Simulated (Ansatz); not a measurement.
# What DFT gives for IrRhO2

```yaml
crystal:
  lattice:
    - [3.10367, 0.00000, 0.00000]
    - [-1.55184, 2.68786, 0.00000]
    - [0.00000, -1.79191, 5.77502]
  atoms:
    - { symbol: Rh, position: [0.50000, 0.00000, 0.50000] }
    - { symbol: Ir, position: [0.00000, 0.00000, 0.00000] }
    - { symbol: O, position: [0.11100, 0.22200, 0.33300] }
    - { symbol: O, position: [0.88900, 0.77800, 0.66700] }
```

Level: PBE, no spin polarisation; 420 eV; 10×10×10 Γ-centred mesh; fermi-dirac occupations (width 0.1 eV); Ansatz 0.2.0, fixed geometry.

(1) Is the cell too large or too small?

(2) Which atom feels the largest force, and which way?

(3) How is the charge shared?

(4) Metal or insulator?

(5) What is the formation energy?

(6) What do density and ELF say about some of the short contacts?

Origin: a known structure type with other elements, at an estimated volume, so it need not be a known compound. Caveats: many states at the Fermi level without spin polarisation, so a magnetic state may lie lower; correlation that this level lacks may open a gap in such a compound.

## Answers

(1) The pressure is 4.5 GPa (compression positive), so with the atoms held at these fractions the cell would first expand. The principal stresses -5.0, -5.0, 23.5 GPa differ, so its shape would change too.

(2) The largest is on O3 (and as large on other atoms): 0.27 eV/Å, components (0.00, 0.00, 0.27). It makes 180° with the line to a nearest neighbour, Ir2 at 1.92 Å, pointing away from it.

(3) Bader charges in e: Ir +0.53, Rh +1.25, O -0.89. In the mean Rh gives up most and O takes most.

(4) It is a metal, with about 2.9 states/eV a cell as the mean within 0.25 eV of the Fermi level, mostly Ir d (65 %), Rh d (16 %) and O p (15 %).

(5) -0.29 eV an atom against the elements' usual phases (free molecules for gases, crystals otherwise, with no correction for O₂ or N₂), so it is bound against them; other compounds may still compete. Relaxing would lower it.

(6) Ir–O at 1.92 Å: least valence density 1.02 e/Å³ and ELF 0.23 there. Rh–O at 2.04 Å: least valence density 0.72 e/Å³ and ELF 0.21 there. These are pseudo-fields; inside the PAW spheres they differ from the all-electron ones.
